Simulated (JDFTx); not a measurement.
An input for a modified build of JDFTx (Cu(111), linear PCM (GLSSA13), water, 1 M NaCl; bohr, hartree) and the course of its log:

```
lattice \
  4.7802984669 2.3901492429 0.0000000000 \
  0.0000000000 4.1398599087 0.0000000000 \
  0.0000000000 0.0000000000 53.6682219394
coords-type Lattice
ion Cu 0.0000000000 0.0000000000 -0.2181792440 0
ion Cu 0.3333333333 0.3333333333 -0.1454528290 0
ion Cu 0.6666666667 0.6666666667 -0.0727264150 0
ion Cu 0.0000000000 0.0000000000 0.0000000000 0
ion Cu 0.3333333333 0.3333333333 0.0727264150 0
ion Cu 0.6666666667 0.6666666667 0.1454528290 0
ion Cu 0.0000000000 0.0000000000 0.2181792440 0
ion-species pseudo/cu_pbe_v1.2.upf
elec-cutoff 20 100
elec-ex-corr gga-PBE
coulomb-interaction Slab 001
coulomb-truncation-embed 0 0 0
kpoint-folding 10 10 1
elec-smearing Fermi 0.01
elec-n-bands 82
electronic-scf nIterations 100 energyDiffThreshold 1e-08
fluid LinearPCM
pcm-variant GLSSA13
fluid-solvent H2O
fluid-cation Na+ 1
fluid-anion Cl- 1
fluid-minimize nIterations 400 knormThreshold 1e-11
wavefunction read vac.wfns
elec-initial-eigenvals vac.eigenvals
dump-name f0.$VAR
dump End State Ecomponents EigStats BandEigs Forces ElecDensity IonicPositions Fillings Kpoints Dtot FluidDebug BoundCharge FluidDensity
```

```
[one cycle in 5 is shown, and the last three; fluid-solver lines are left out]
	FillingsUpdate:  mu: -0.168433004  nElectrons: 133.000000
SCF: Cycle:  0   F: -1412.883455153124260   dF: -2.238e-06   |Residual|: 2.815e-04   |deigs|: 2.343e-05
	FillingsUpdate:  mu: -0.168538234  nElectrons: 133.000000
SCF: Cycle:  5   F: -1412.883456208347297   dF: +2.757e-09   |Residual|: 5.261e-05   |deigs|: 1.446e-05
	FillingsUpdate:  mu: -0.168616901  nElectrons: 133.000000
SCF: Cycle: 10   F: -1412.883456241560225   dF: -6.626e-08   |Residual|: 4.497e-05   |deigs|: 3.150e-05
	FillingsUpdate:  mu: -0.168645533  nElectrons: 133.000000
SCF: Cycle: 15   F: -1412.883456197594114   dF: -1.117e-08   |Residual|: 4.868e-05   |deigs|: 1.197e-05
	FillingsUpdate:  mu: -0.168645967  nElectrons: 133.000000
SCF: Cycle: 20   F: -1412.883456191033247   dF: -4.707e-09   |Residual|: 4.520e-05   |deigs|: 3.026e-06
	FillingsUpdate:  mu: -0.168647507  nElectrons: 133.000000
SCF: Cycle: 25   F: -1412.883456208123107   dF: -1.078e-07   |Residual|: 4.550e-05   |deigs|: 1.762e-05
	FillingsUpdate:  mu: -0.168649814  nElectrons: 133.000000
SCF: Cycle: 30   F: -1412.883456206096298   dF: -1.241e-08   |Residual|: 6.073e-05   |deigs|: 5.123e-06
	FillingsUpdate:  mu: -0.168618451  nElectrons: 133.000000
SCF: Cycle: 35   F: -1412.883456237082555   dF: +3.293e-09   |Residual|: 1.856e-05   |deigs|: 2.377e-05
	FillingsUpdate:  mu: -0.168646564  nElectrons: 133.000000
SCF: Cycle: 40   F: -1412.883456239096631   dF: -1.279e-08   |Residual|: 5.508e-05   |deigs|: 4.416e-05
	FillingsUpdate:  mu: -0.168614352  nElectrons: 133.000000
SCF: Cycle: 45   F: -1412.883456233224251   dF: +3.610e-09   |Residual|: 1.741e-05   |deigs|: 2.475e-05
	FillingsUpdate:  mu: -0.168627844  nElectrons: 133.000000
SCF: Cycle: 50   F: -1412.883456248940320   dF: -1.756e-07   |Residual|: 2.915e-05   |deigs|: 2.347e-05
	FillingsUpdate:  mu: -0.168634802  nElectrons: 133.000000
SCF: Cycle: 55   F: -1412.883456244704121   dF: -4.352e-08   |Residual|: 2.355e-05   |deigs|: 1.884e-05
	FillingsUpdate:  mu: -0.168614555  nElectrons: 133.000000
SCF: Cycle: 60   F: -1412.883456228993282   dF: +9.072e-09   |Residual|: 2.326e-05   |deigs|: 2.216e-05
	FillingsUpdate:  mu: -0.168607675  nElectrons: 133.000000
SCF: Cycle: 65   F: -1412.883456233140578   dF: +2.854e-10   |Residual|: 3.743e-05   |deigs|: 2.572e-05
	FillingsUpdate:  mu: -0.168614700  nElectrons: 133.000000
SCF: Cycle: 70   F: -1412.883456224305064   dF: +1.684e-08   |Residual|: 4.272e-05   |deigs|: 1.644e-05
	FillingsUpdate:  mu: -0.168634657  nElectrons: 133.000000
SCF: Cycle: 75   F: -1412.883456245265961   dF: -1.021e-08   |Residual|: 1.512e-05   |deigs|: 2.061e-05
	FillingsUpdate:  mu: -0.168614846  nElectrons: 133.000000
SCF: Cycle: 80   F: -1412.883456238496365   dF: +2.784e-09   |Residual|: 2.321e-05   |deigs|: 2.157e-05
	FillingsUpdate:  mu: -0.168617759  nElectrons: 133.000000
SCF: Cycle: 85   F: -1412.883456241715749   dF: +9.347e-10   |Residual|: 2.397e-05   |deigs|: 1.386e-05
	FillingsUpdate:  mu: -0.168629122  nElectrons: 133.000000
SCF: Cycle: 90   F: -1412.883456246786636   dF: -3.790e-08   |Residual|: 1.377e-05   |deigs|: 2.266e-05
	FillingsUpdate:  mu: -0.168648470  nElectrons: 133.000000
SCF: Cycle: 95   F: -1412.883456215046181   dF: +3.154e-09   |Residual|: 5.328e-05   |deigs|: 4.367e-05
	FillingsUpdate:  mu: -0.168620969  nElectrons: 133.000000
SCF: Cycle: 97   F: -1412.883456242625925   dF: +6.382e-09   |Residual|: 3.133e-05   |deigs|: 3.649e-06
	FillingsUpdate:  mu: -0.168660091  nElectrons: 133.000000
SCF: Cycle: 98   F: -1412.883456155592512   dF: +8.703e-08   |Residual|: 6.942e-05   |deigs|: 4.016e-05
	FillingsUpdate:  mu: -0.168637555  nElectrons: 133.000000
SCF: Cycle: 99   F: -1412.883456238851750   dF: -8.326e-08   |Residual|: 4.862e-05   |deigs|: 2.298e-05
SCF: None of the convergence criteria satisfied after 100 iterations.
IonicMinimize: Iter:   0  F: -1412.883456238851750  |grad|_K:  0.000e+00
IonicMinimize: Converged (|grad|_K<1.000000e-04).
```

This run gave no converged result. The loop ran out of cycles short of its threshold. It has stalled and not diverged: the last ten energies span 9e-08 Ha, so the total is near its end, but levels, forces and charges aren't shown converged.
